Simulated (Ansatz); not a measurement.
# An elastic constant from a strain scan in Ge

Method: Ansatz, DFT r2SCAN, scalar-relativistic, plane waves, PAW. Cutoff 500 eV, Γ-centred 10×10×10 k-points, Gaussian smearing of 0.05 eV. No spin polarisation. Energies are free energies at this smearing, counted from the undisturbed cell; pressure is positive in compression.

The starting cell (as given, not relaxed at this level; it stands at 0.7 GPa):

```
Ge
1.0
     0.00000    2.82877    2.82877
     2.82877    0.00000    2.82877
     2.82877    2.82877    0.00000
Ge
2
Direct
  0.50000 0.50000 0.50000
  0.75000 0.75000 0.75000
```

The cell is strained by ε times the Voigt pattern (1, -1, 0, 0, 0, 0) (xx, yy, zz, yz, xz, xy; engineering shear) with fractional coordinates fixed. The cell holds 2 atoms in V0 = 45.27 Å³. The stress column is τ = (1/V0) dE/dε, got from the stress tensor σ (compression positive) at each point as −det(1 + εP) σ : P(1 + εP)⁻¹, with P the pattern as a tensor.

| ε | ΔE (meV/atom) | τ (GPa) |
| --- | --- | --- |
| -0.0175 | 3.628 | -2.937 |
| -0.0150 | 2.664 | -2.518 |
| -0.0125 | 1.850 | -2.099 |
| -0.0100 | 1.182 | -1.679 |
| -0.0075 | 0.664 | -1.260 |
| -0.0050 | 0.293 | -0.840 |
| -0.0025 | 0.071 | -0.420 |
| 0.0000 | 0.000 | 0.000 |
| 0.0025 | 0.071 | 0.420 |
| 0.0050 | 0.293 | 0.840 |
| 0.0075 | 0.664 | 1.260 |
| 0.0100 | 1.182 | 1.679 |
| 0.0125 | 1.850 | 2.099 |
| 0.0150 | 2.664 | 2.518 |
| 0.0175 | 3.628 | 2.937 |
| 0.0200 | ? | ? |

Question: Which combination of elastic constants does this scan measure, and how large is it?

Answer: For small ε, τ = τ0 + Kε with K = pᵀCp, which for this pattern is 2(C11 − C12) in the cubic axes. The parabola through τ at ε = -0.0025, 0 and 0.0025 has slope K = 168 GPa at zero. The energies per cell, E = NΔE, of the wider pair ε = ±0.0175 give K = 2[E(ε₊)/ε₊ − E(ε₋)/ε₋]/[(ε₊ − ε₋)V0] = 168 GPa, in agreement.

Question: Predict the withheld row at ε = 0.0200 from the harmonic law, and compare.

Answer: ΔE = V0(τ0 ε + Kε²/2)/N = 4.746 meV/atom and τ = 3.36 GPa. The calculation gives 4.740 meV/atom and 3.36 GPa, a miss of 0.01 meV/atom at most, so the harmonic law still holds here.